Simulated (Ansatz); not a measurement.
Here is the system:

AlNi:
```
CELL_PARAMETERS angstrom
      0.00000     2.89229     2.89229
      2.89229     0.00000     2.89229
      2.89229     2.89229     0.00000
ATOMIC_POSITIONS crystal
  Ni 0.00000 0.00000 0.00000
  Ni 0.25000 0.25000 0.25000
  Al 0.50000 0.50000 0.50000
  Al 0.75000 0.75000 0.75000
```

This is the r²SCAN-relaxed structure.

Problem. All from r²SCAN in the plane-wave PAW code Ansatz, unless another level is named. Estimate the density of states at the Fermi level.

Solution. 0.42 states/eV per atom (mean over ±0.08 eV).

Problem. Next, the formation energy from the elements (no fitted shifts)?

Solution. -0.34 eV/atom.

Space group Fd-3m. The start of the workflow was typed in or built on a structure type; neither database checked (COD, Materials Project) lists it. It is not the phase usual at ambient conditions (space group No. 221). The r²SCAN relaxation kept the symmetry of its start. At this level the phase is mechanically unstable. The workflow began spin-polarised and lost its moments. The references are the lowest solids computed at this level, not always the standard phases.

Potentials: the earlier of the program's two PAW sets.
